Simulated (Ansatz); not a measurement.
Bi2S3 — electric field gradients

The cell is an entry of the Crystallography Open Database (COD) (listed for 7.2 GPa), ions relaxed with PBE at fixed cell.

Space group Pnma (No. 62); a = 10.7010, b = 3.8655, c = 10.5650 Å.

| site | Wyckoff | site symmetry | x | y | z |
| --- | --- | --- | --- | --- | --- |
| Bi1 | 4c | .m. | 0.9926 | 0.2500 | 0.6773 |
| Bi5 | 4c | .m. | 0.3225 | 0.2500 | 0.4718 |
| S9 | 4c | .m. | 0.0516 | 0.2500 | 0.1287 |
| S13 | 4c | .m. | 0.3751 | 0.2500 | 0.0590 |
| S17 | 4c | .m. | 0.2231 | 0.2500 | 0.7968 |

One atom of each set is listed.

The numbers come from a DFT calculation in Ansatz (r2SCAN, plane waves and PAW, scalar-relativistic, 500 eV cutoff, Γ-centred 3×7×3 k-points, Fermi–Dirac smearing 0.02 eV).

Conventions: |V_zz| ≥ |V_yy| ≥ |V_xx|, η = (V_xx − V_yy)/V_zz, C_Q = eQV_zz/h.

²⁰⁹Bi: I = 9/2, Q = -516.0 mb; ³³S: I = 3/2, Q = -69.40 mb. Q values from Pyykkö, Mol. Phys. 116, 1328 (2018).

Task: Which values are expected at the nuclei?

Result: 

| site | atoms | first shell | V_zz (10²¹ V/m²) | η | C_Q (MHz) |
| --- | --- | --- | --- | --- | --- |
| Bi1 | 4 | 7 S at 2.70–2.90 Å | -3.39 | 0.12 | 42.3 |
| Bi5 | 4 | 7 S at 2.67–3.01 Å | -10.97 | 0.19 | 137 |
| S9 | 4 | 5 Bi at 2.67–2.88 Å | -1.83 | 0.32 | 3.06 |
| S13 | 4 | 5 Bi at 2.70–3.01 Å | -5.61 | 0.16 | 9.41 |
| S17 | 4 | 4 Bi at 2.72–2.90 Å | 1.30 | 0.38 | -2.19 |

At this cell the r2SCAN pressure is 9 GPa, so with r2SCAN the cell would grow if it were relaxed. Spin–orbit coupling is left out, which shifts gradients on Bi by a few per cent, and by more where contributions nearly cancel.
